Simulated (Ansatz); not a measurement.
Starting cell, TiO2 (anatase):

```
TiO2
1.0
   -3.79842     3.79842     9.70385
    0.00000     0.00000     9.70385
    0.00000     3.79842     0.00000
Ti O
4 8
Direct
  0.00000   0.50000   0.00000
  0.50000   0.50000   0.00000
  0.50000   0.75000   0.50000
  0.00000   0.75000   0.50000
  0.00000   0.29360   0.00000
  0.50000   0.29360   0.00000
  0.50000   0.54360   0.50000
  0.00000   0.54360   0.50000
  0.50000   0.95640   0.50000
  0.00000   0.95640   0.50000
  0.00000   0.70640   0.00000
  0.50000   0.70640   0.00000
```

The atoms are displaced by Q × the pattern below (from a DFPT mode at M = (0.5, 0.5, 0.5), largest move 1; Q in Å), at fixed cell. It is one choice among 2 degenerate patterns. (q is in reciprocal vectors of the primitive cell; the cell shown is doubled to hold the pattern.)

| atom | x | y | z |
|---|---|---|---|
| Ti1 | 0.000 | 0.000 | 0.629 |
| Ti2 | 0.000 | 0.000 | -0.629 |
| Ti3 | 0.000 | 0.000 | 0.013 |
| Ti4 | 0.000 | 0.000 | -0.013 |
| O5 | 0.000 | 0.000 | -0.610 |
| O6 | 0.000 | 0.000 | 0.610 |
| O7 | 0.000 | 0.000 | 0.975 |
| O8 | 0.000 | 0.000 | -0.975 |
| O9 | 0.000 | 0.000 | -1.000 |
| O10 | 0.000 | 0.000 | 1.000 |
| O11 | 0.000 | 0.000 | -0.569 |
| O12 | 0.000 | 0.000 | 0.569 |

Calculation: PBE (plane waves to 420 eV, PAW, scalar-relativistic; Ansatz, a program for electronic structure). k mesh 12×12×12 (Γ-centred), Fermi-Dirac smearing 0.05 eV. E stands for the smeared free energy. Left out: 2 of 13 points, with atoms too close for the PAW data. As the smearing reaches across the gap at some points, energies and forces of such displacements shift with the k mesh and the smearing. The PAW data are Ansatz's earlier set. TiO2 is run without spin polarisation. TiO2 was relaxed with its symmetry unable to fall. ΔE is measured from the undisplaced structure. The last digit holds for this mesh only.

```tsv
Q (Å)	ΔE (meV/cell)
-0.2333	4534.3
-0.1867	2953.5
-0.1400	1709.0
-0.0933	770.6
-0.0467	withheld
0.0000	0.0
0.0467	withheld
0.0933	770.6
0.1400	1709.0
0.1867	2953.5
0.2333	4534.3
```

Task: Fit an even polynomial form (powers 2, 4, 6) to the given rows and predict ΔE at Q = 0.0467.

Result: Least squares on the 9 given rows: ΔE = (91050)·Q² + (-246200)·Q⁴ + (1908000)·Q⁶, in meV/cell with Q in Å; root-mean-square residual 3.20 meV/cell. At 0.0467 the fit gives 197.4 meV/cell; the calculation gives 192.2 meV/cell, so the interpolation is off by 5.2 (+2.7 %). The quadratic term alone would give 198.6 meV/cell.

(For displaced atoms, the force is minus the slope of the energy, and its curvature is a force constant, which sets phonon frequencies.)
